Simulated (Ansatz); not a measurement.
NiO (rock salt)

```xyz
2
Lattice="0.0000 2.0943 2.0943 2.0943 0.0000 2.0943 2.0943 2.0943 0.0000" Properties=species:S:1:pos:R:3 pbc="T T T"
O      0.0000     0.0000     0.0000
Ni     2.0943     2.0943     2.0943
```

Equation-of-state scan: isotropic scaling of the cell above, V₀ being its volume. Symmetry pins the atoms to their sites.

Calculation: r2SCAN (plane waves to 500 eV, PAW, scalar-relativistic; Ansatz, a program for electronic structure). k mesh 14×14×14 (Γ-centred), Fermi-Dirac smearing 0.05 eV. The energy includes the smearing's −TS. Compression counts positive. NiO is run spin-polarised and with no Hubbard U; the real compound is an antiferromagnetic insulator, a state that this run doesn't describe. NiO was relaxed with its symmetry unable to fall. Relaxed NiO ends ferromagnetic. Other magnetic orders were not checked, so this need not be the ground state. The zero of ΔE is the relaxed starting cell.

```json
[
 {"V (Å³/atom)": "7.716", "ΔE (meV/atom)": "216.3"},
 {"V (Å³/atom)": "8.010", "ΔE (meV/atom)": "129.4"},
 {"V (Å³/atom)": "8.304", "ΔE (meV/atom)": "68.2"},
 {"V (Å³/atom)": "8.598", "ΔE (meV/atom)": "28.5"},
 {"V (Å³/atom)": "8.892", "ΔE (meV/atom)": "6.7"},
 {"V (Å³/atom)": "9.186", "ΔE (meV/atom)": "0.0"},
 {"V (Å³/atom)": "9.480", "ΔE (meV/atom)": "6.0"},
 {"V (Å³/atom)": "9.774", "ΔE (meV/atom)": "withheld"},
 {"V (Å³/atom)": "10.068", "ΔE (meV/atom)": "48.0"},
 {"V (Å³/atom)": "10.362", "ΔE (meV/atom)": "81.0"},
 {"V (Å³/atom)": "10.656", "ΔE (meV/atom)": "120.2"}
]
```

Question: Fit a third-order Birch-Murnaghan form (E₀, V₀, B₀, B₀′ free) to the given rows and predict ΔE at V = 9.774.

Answer: Least squares on the 10 given rows: ΔE = E₀ + (9V₀B₀/16)·y²·[2 + (B₀′ − 4)y], y = (V₀/V)^(2/3) − 1, with V₀ = 9.186 Å³/atom, B₀ = 214.5 GPa (160.2 GPa = 1 eV/Å³; the term in eV is multiplied by 1000), B₀′ = 4.45, E₀ = 0.03 meV/atom; root-mean-square residual 0.07 meV/atom. At 9.774 the fit gives 22.5 meV/atom; the calculation gives 22.5 meV/atom, the same to the digits shown. For the pressure the fit gives -11.6 GPa against the computed -11.6 GPa.

(A scan under strain: stresses follow from slopes of the energy per volume, elastic moduli from its curvatures.)
